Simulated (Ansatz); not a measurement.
**WO: which magnetic state is lowest?**

The calculation used DFT r2SCAN, scalar-relativistic, plane waves, PAW (Ansatz 0.2.0).

```
W O
1.0
     0.00000    2.32347    2.32347
     2.32347    0.00000    2.32347
     2.32347    2.32347    0.00000
W O
1 1
Direct
  0.00000 0.00000 0.00000
  0.25000 0.25000 0.25000
```

The plane-wave cutoff is 500 eV, the Γ-centred k-mesh is 16×16×16 and the occupation rule is Gaussian smearing, 0.1 eV. The list of starting moments (μB, in atom order) is 2.5 0 and the check for lower electronic states after the SCF is off.

All runs keep this geometry, which isn't relaxed for the lowest state (largest force there 0.000 eV/Å, pressure 15.1 GPa) and needn't be a stable compound; relaxing each order would shift the differences by some 56 meV/atom, going by the pressures and a bulk modulus of about 150 GPa. Spin–orbit coupling is left out, which for heavy magnetic ions can matter as much as these differences. r2SCAN tends to overstate moments in metals, so a weak moment here may be absent in the real material. Site moments are spin moments in atom-centred spheres that scale with the neighbour distance. The states are those that the runs reached from these starts; a lower one can exist. No antiferromagnetic start is among these.

**Question.** Starts tried: no spin; large parallel starting moments. Which state comes out lowest, and what are the moments?

**Answer.** Of the states reached here, with no antiferromagnetic start among them, the lowest is ferromagnetic, reached from the start “large parallel starting moments”, with site moments (μB) W +0.84, O +0.15.

| start | ends | energy above lowest (meV/atom) | site moments (μB) | gap on mesh (eV) | P (GPa) |
| --- | --- | --- | --- | --- | --- |
| no spin | non-magnetic | 44.3 | none over 0.05 | metal | 3.4 |
| large parallel starting moments | ferromagnetic | 0.00 | W +0.84, O +0.15 | metal | 15.1 |

Cost: 2 runs of about 0.84 core-minutes in all, on Arm Neoverse V2 (shared hosts).